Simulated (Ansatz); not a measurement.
This guess for Mg2Ge3N is about to be relaxed.

```cif
data_structure
_symmetry_space_group_name_H-M 'P 1'
_symmetry_Int_Tables_number 1
_cell_length_a 3.2737
_cell_length_b 3.2737
_cell_length_c 9.0075
_cell_angle_alpha 90.000
_cell_angle_beta 90.000
_cell_angle_gamma 120.000
_cell_volume 83.60
loop_
_atom_site_label
_atom_site_type_symbol
_atom_site_fract_x
_atom_site_fract_y
_atom_site_fract_z
_atom_site_occupancy
Mg1 Mg 0.66667 0.33333 0.35839 1
Mg2 Mg 0.33333 0.66667 0.64161 1
Ge1 Ge 0.66667 0.33333 0.77690 1
Ge2 Ge 0.33333 0.66667 0.22310 1
Ge3 Ge 0.00000 0.00000 0.50000 1
N1 N 0.00000 0.00000 0.00000 1
```

All numbers below come from DFT PBE, scalar-relativistic, plane waves, PAW (Ansatz 0.2.0). Cutoff 420 eV, Gaussian smearing, Γ-centred meshes. Cell and atoms relax first on a coarse mesh and then on a finer one. In between, the cell is made exact in the group found at 0.06 Å. In metals the finer mesh still leaves noise of several meV/atom or more. The steps can't lower the symmetry of their start. No spin polarisation.

A guess keeps its type if space group and coordination stay and the shape of the cell changes little (axis ratios within about 15 %, angles within 6°); the volume may change.

Question: Will the relaxed cell still be of the starting type?

Answer: It doesn't keep its type. The symmetry stays P-3m1 (No. 164). The volume per atom grows by 22.6 %, from 13.9 to 17.1 Å³. The shortest distance goes from 2.25 Å (Mg–Ge) to 2.25 Å (Ge–N). The ratio c/a of the conventional cell changes by a factor of 1.41. Counting neighbours within 15 % of an atom's shortest distance, the start has Ge 3/6, Mg 6, N 6 and the end Ge 3/12, Mg 12, N 6. In detail, at the end around Mg lie 6 Ge at 2.95–2.98 Å and 6 Mg at 3.12 Å; around Ge on a site of symmetry 3m lie 3 N at 2.25 Å and 3 Mg at 2.98 Å; around N lie 6 Ge at 2.25 Å; 1 more site not described.

```cif
data_structure
_symmetry_space_group_name_H-M 'P-3m1'
_symmetry_Int_Tables_number 164
_cell_length_a 3.1228
_cell_length_b 3.1228
_cell_length_c 12.1332
_cell_angle_alpha 90.000
_cell_angle_beta 90.000
_cell_angle_gamma 120.000
_cell_volume 102.47
loop_
_atom_site_label
_atom_site_type_symbol
_atom_site_symmetry_multiplicity
_atom_site_Wyckoff_symbol
_atom_site_fract_x
_atom_site_fract_y
_atom_site_fract_z
_atom_site_occupancy
Mg1 Mg 2 d 0.66667 0.33333 0.30725 1
Ge1 Ge 2 d 0.66667 0.33333 0.88861 1
Ge2 Ge 1 b 0.00000 0.00000 0.50000 1
N1 N 1 a 0.00000 0.00000 0.00000 1
```

The last run used a 12×12×4 mesh (in the run's order of axes) for its 6-atom cell and Gaussian smearing of 0.10 eV. A structure relaxed within its symmetry needn't be a true minimum.

In counts of neighbours, a slash parts the counts of unlike sites.
